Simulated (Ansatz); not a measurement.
Question: Name crystals whose computed values (PBE in the plane-wave PAW code Ansatz) fall in these windows: gap (eV) 0.43 to 0.54; B₀ by P(V) fit (GPa) 17 to 22.

Answer: 

```tsv
crystal	gap (eV)	B₀ by P(V) fit (GPa)
SnO, P4/nmm (Sn on 2c, O on 2a)	0.50	18.4
SnO, Pmmn (Sn on 2b, O on 2a)	0.50	18.4
```
Others may fit too.

Weakly bound layers, chains or molecules computed without a dispersion correction, so cells and soft constants are ill determined: SnO, P4/nmm (Sn on 2c, O on 2a); SnO, Pmmn (Sn on 2b, O on 2a). All cells were relaxed under the symmetry of their starts (and spin orders); stability against distortions was not tested throughout. Spin–orbit coupling is left out wherever it is not named.

Potentials: the later of the program's two PAW sets.
